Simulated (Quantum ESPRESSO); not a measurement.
# Ti2NbO5F3: input and log of a self-consistent run

Computed values, not a measurement. The program is pw.x of Quantum ESPRESSO 7.5 (plane-wave density functional theory). The cell is made up: 11 atoms on a fluorite lattice with one site empty, with randomly drawn elements, strain and displacements, not relaxed. PseudoDojo standard norm-conserving files (v0.5 for PBE, v0.4.1 for LDA and PBEsol) set the functional; there is no spin polarisation, spin-orbit coupling or dispersion term, and the masses in the input are unused placeholders.

Input:

```
&control calculation='scf', pseudo_dir='./dojo.nc.sr.pbe.v0_5.standard.upf', outdir='./o', disk_io='medium', tprnfor=.true., tstress=.true. /
&system ibrav=0, nat=11, ntyp=4, nbnd=50, ecutwfc=84.00895049, nosym=.true., tot_charge=0,
 occupations='smearing', smearing='fd', degauss=0.0018374661
/
&electrons conv_thr=7.350e-09, electron_maxstep=60, /
ATOMIC_SPECIES
F 1.0 F.upf
Nb 1.0 Nb.upf
O 1.0 O.upf
Ti 1.0 Ti.upf
CELL_PARAMETERS angstrom
4.9077 -0.0116 0.0948
-0.0116 4.85 -0.0555
0.0948 -0.0555 5.0289
ATOMIC_POSITIONS angstrom
Ti 0.0713 2.5131 2.4192
Nb 2.4499 -0.0453 2.4376
Ti 2.5397 2.5038 0.0211
O 1.2798 1.1422 1.2242
O 1.3058 0.9646 3.7496
O 1.2835 3.448 1.2567
F 1.5204 3.5423 3.657
O 3.6964 1.2432 1.3524
F 3.6277 1.1911 3.8387
F 3.6433 3.5926 1.1109
O 3.829 3.5757 3.8625
K_POINTS automatic
5 5 4 1 1 1
```

The log is shortened where brackets say so; the opening notice, blank lines, dates and the lines on written files are dropped, and the path of the files is cut. It prints rydbergs, bohrs and kilobars, and counts compression as positive stress. With no partly filled state, the Fermi energy that it prints is only some level between the filled and the empty states on the mesh, and need not lie in the true gap.

```
     Program PWSCF v.7.5
     Parallel version (MPI & OpenMP), running on       1 processor cores
     Number of MPI processes:                 1
     Threads/MPI process:                     1
     [start-up lines left out]
     bravais-lattice index     =            0
     lattice parameter (alat)  =       9.2760  a.u.
     unit-cell volume          =     807.3731 (a.u.)^3
     number of atoms/cell      =           11
     number of atomic types    =            4
     number of electrons       =        88.00
     number of Kohn-Sham states=           50
     kinetic-energy cutoff     =      84.0090  Ry
     charge density cutoff     =     336.0358  Ry
     scf convergence threshold =      7.3E-09
     mixing beta               =       0.7000
     number of iterations used =            8  plain     mixing
     Exchange-correlation= PBE
                           (   1   4   3   4   0   0   0)
     [axes and pseudopotential details left out]
   Cartesian axes
     site n.     atom                  positions (alat units)
         1        Ti     tau(   1) = (   0.0145254   0.5119759   0.4928464  )
         2        Nb     tau(   2) = (   0.4991006  -0.0092286   0.4965949  )
         3        Ti     tau(   3) = (   0.5173950   0.5100813   0.0042986  )
         4        O      tau(   4) = (   0.2607245   0.2326923   0.2493975  )
         5        O      tau(   5) = (   0.2660213   0.1965111   0.7638792  )
         6        O      tau(   6) = (   0.2614783   0.7024364   0.2560185  )
         7        F      tau(   7) = (   0.3097402   0.7216475   0.7450145  )
         8        O      tau(   8) = (   0.7530412   0.2532683   0.2755148  )
         9        F      tau(   9) = (   0.7390454   0.2426543   0.7820310  )
        10        F      tau(  10) = (   0.7422235   0.7318948   0.2263157  )
        11        O      tau(  11) = (   0.7800548   0.7284518   0.7868796  )
     number of k points=    50  Fermi-Dirac smearing, width (Ry)=  0.0018
                       cart. coord. in units 2pi/alat
        k(    1) = (   0.0979189   0.1028311   0.1212995), wk =   0.0400000
        k(    2) = (   0.0932095   0.1056136   0.3654400), wk =   0.0400000
     [further k points left out]
     Dense  grid:    83897 G-vectors     FFT dimensions: (  60,  54,  60)
     Estimated max dynamical RAM per process >     127.73 MB
     Initial potential from superposition of free atoms
     starting charge      87.9945, renormalised to      88.0000
     Starting wfcs are   62 randomized atomic wfcs
     total cpu time spent up to now is       18.8 secs
     per-process dynamical memory:    80.9 Mb
     Self-consistent Calculation
     iteration #  1     ecut=    84.01 Ry     beta= 0.70
     Davidson diagonalization with overlap
     ethr =  1.00E-02,  avg # of iterations =  2.0
     total cpu time spent up to now is       49.9 secs
     total energy              =    -672.57624801 Ry
     estimated scf accuracy    <       5.98736812 Ry
     iteration #  2     ecut=    84.01 Ry     beta= 0.70
     Davidson diagonalization with overlap
     ethr =  6.80E-03,  avg # of iterations =  8.5
     total cpu time spent up to now is      117.3 secs
     total energy              =    -664.73357053 Ry
     estimated scf accuracy    <      98.60354693 Ry
     iteration #  3     ecut=    84.01 Ry     beta= 0.70
     Davidson diagonalization with overlap
     ethr =  6.80E-03,  avg # of iterations =  6.7
     total cpu time spent up to now is      171.6 secs
     total energy              =    -675.98411916 Ry
     estimated scf accuracy    <       2.17901452 Ry
     iteration #  4     ecut=    84.01 Ry     beta= 0.70
     Davidson diagonalization with overlap
     ethr =  2.48E-03,  avg # of iterations =  3.5
     total cpu time spent up to now is      203.1 secs
     total energy              =    -676.04997192 Ry
     estimated scf accuracy    <       1.30450054 Ry
     iteration #  5     ecut=    84.01 Ry     beta= 0.70
     Davidson diagonalization with overlap
     ethr =  1.48E-03,  avg # of iterations =  1.1
     total cpu time spent up to now is      237.4 secs
     total energy              =    -675.89000624 Ry
     estimated scf accuracy    <       0.86643280 Ry
     [iterations 6 to 20 left out]
     iteration # 21     ecut=    84.01 Ry     beta= 0.70
     Davidson diagonalization with overlap
     ethr =  2.36E-10,  avg # of iterations =  5.3
     total cpu time spent up to now is      846.2 secs
     total energy              =    -675.96323155 Ry
     estimated scf accuracy    <       0.00000006 Ry
     iteration # 22     ecut=    84.01 Ry     beta= 0.70
     Davidson diagonalization with overlap
     ethr =  7.13E-11,  avg # of iterations =  4.3
     total cpu time spent up to now is      877.5 secs
     total energy              =    -675.96323156 Ry
     estimated scf accuracy    <       0.00000003 Ry
     iteration # 23     ecut=    84.01 Ry     beta= 0.70
     Davidson diagonalization with overlap
     ethr =  3.40E-11,  avg # of iterations =  3.7
     total cpu time spent up to now is      914.3 secs
     total energy              =    -675.96323156 Ry
     estimated scf accuracy    <          9.0E-09 Ry
     iteration # 24     ecut=    84.01 Ry     beta= 0.70
     Davidson diagonalization with overlap
     ethr =  1.02E-11,  avg # of iterations =  8.0
     total cpu time spent up to now is      953.6 secs
     total energy              =    -675.96323156 Ry
     estimated scf accuracy    <       0.00000002 Ry
     iteration # 25     ecut=    84.01 Ry     beta= 0.70
     Davidson diagonalization with overlap
     ethr =  1.02E-11,  avg # of iterations =  2.0
     total cpu time spent up to now is      977.7 secs
     End of self-consistent calculation
          k = 0.0979 0.1028 0.1213 ( 10488 PWs)   bands (ev):
   -49.3624 -49.2440 -47.3299 -25.7570 -25.6539 -25.5221 -25.4867 -25.4276
   -25.2756 -23.5223 -23.4416 -23.3047 -15.6520 -15.2774 -14.2776  -9.1868
    -8.1327  -7.8539  -7.4361  -6.8987   1.3709   1.3999   1.7191   1.8156
     2.1354   2.5592   2.8875   3.2065   3.6942   4.1979   4.7041   5.0778
     5.2828   5.8871   6.1809   6.5052   6.7616   7.1672   7.4591   7.7686
     7.8673   8.0891   8.6431   9.2451  10.0030  10.1481  10.2440  10.5937
    10.7802  11.0427
     [levels at the other k points left out]
     the Fermi energy is     9.6130 ev
!    total energy              =    -675.96323156 Ry
     estimated scf accuracy    <          3.9E-09 Ry
     smearing contrib. (-TS)   =      -0.00000001 Ry
     internal energy E=F+TS    =    -675.96323155 Ry
     The total energy is F=E-TS. E is the sum of the following terms:
     one-electron contribution =    -234.15834061 Ry
     hartree contribution      =     163.50057684 Ry
     xc contribution           =    -135.51699607 Ry
     ewald contribution        =    -469.78847172 Ry
     convergence has been achieved in  25 iterations
     Forces acting on atoms (cartesian axes, Ry/au):
     atom    1 type  4   force =     0.01102228   -0.11568783   -0.01174875
     atom    2 type  2   force =    -0.10464194    0.23232197   -0.01528319
     atom    3 type  4   force =    -0.02262132   -0.11390903    0.00133899
     atom    4 type  3   force =     0.04272638   -0.02957350    0.04168489
     atom    5 type  3   force =     0.02165255    0.05403019   -0.07812041
     atom    6 type  3   force =     0.00951355    0.03361173    0.03287935
     atom    7 type  1   force =    -0.04708788   -0.07242834    0.03226111
     atom    8 type  3   force =    -0.00743380    0.03835560    0.05812697
     atom    9 type  1   force =     0.02872198   -0.00820056   -0.00813031
     atom   10 type  1   force =     0.05565766    0.03121050    0.05473859
     atom   11 type  3   force =     0.01249055   -0.04973072   -0.10774724
     Total force =     0.379728     Total SCF correction =     0.000163
     Computing stress (Cartesian axis) and pressure
          total   stress  (Ry/bohr**3)                   (kbar)     P=      -42.76
  -0.00011693   0.00034282   0.00019994          -17.20       50.43       29.41
   0.00034282   0.00001772   0.00016006           50.43        2.61       23.55
   0.00019994   0.00016006  -0.00077283           29.41       23.55     -113.69
     init_run     :     16.50s CPU     18.62s WALL (       1 calls)
     electrons    :    895.46s CPU    958.91s WALL (       1 calls)
     forces       :      4.58s CPU      4.62s WALL (       1 calls)
     stress       :     17.00s CPU     17.06s WALL (       1 calls)
     [timing details left out]
     PWSCF        :  15m33.79s CPU  16m39.62s WALL
     JOB DONE.
```

In other units: free energy -9196.948 eV for the cell, pressure -4.28 GPa, largest force component 5.973 eV/Å. A rerun of this cell at a cutoff of 1467 eV and k mesh 7 x 7 x 6 moved values by no more than 0.003 eV in energy, 0.06 GPa in stress and 0.004 eV/Å in force.